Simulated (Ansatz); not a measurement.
CaGe2Pd2:
```xyz
5
Lattice="-2.1480 2.1480 5.0799 2.1480 -2.1480 5.0799 2.1480 2.1480 -5.0799" Properties=species:S:1:pos:R:3 pbc="T T T"
Ca     0.0000     0.0000     0.0000
Ge     0.0000     0.0000     3.8239
Ge     0.0000     0.0000     6.3360
Pd     0.0000     2.1480     2.5400
Pd     2.1480     0.0000     2.5400
```

Relaxed with r²SCAN. Special points in fractions of this cell's reciprocal vectors: Γ (0.000, 0.000, 0.000); X (0.000, 0.000, 0.500); P (0.250, 0.250, 0.250); N (0.000, 0.500, 0.000); M (0.500, 0.500, -0.500); S (0.295, 0.705, -0.295); S0 (-0.295, 0.295, 0.295); R (-0.089, 0.089, 0.500); G (0.500, 0.500, -0.089).

List the band energies nearest the Fermi level at these points for the program Ansatz at the r²SCAN level (PAW).

In eV from the Fermi level; about four levels below and three above (degenerate sets whole), none deeper than 8.9 eV; points with the same levels are listed once.

```tsv
k	below	above
Γ	-2.08 -1.55 -0.65 -0.65	1.28 1.82 1.82
X	-1.95 -0.95 -0.55 -0.47	3.05 4.48 4.67
P	-1.45 -1.45 -0.53 -0.53	2.55 4.54 4.92
N	-3.34 -3.31 -2.69 -1.50	0.33 1.76 2.57
M	-2.44 -1.56 -1.14 -1.14	1.18 1.83 3.09
S	-3.29 -3.22 -3.14 -3.05	0.18 0.33 0.36
R	-1.39 -0.94 -0.26 -0.11	3.09 4.51 4.72
```

Space group I4/mmm. The workflow started from a Materials Project entry (that database holds measured and hypothetical structures alike); the Crystallography Open Database copy checked does not list it. Its standing as an ambient phase is unchecked. The r²SCAN relaxation kept the symmetry of its start; whether a distortion lowers the energy is not shown. No spin polarisation was allowed. Spin–orbit coupling is left out wherever it is not named.

Potentials: the later of the program's two PAW sets.
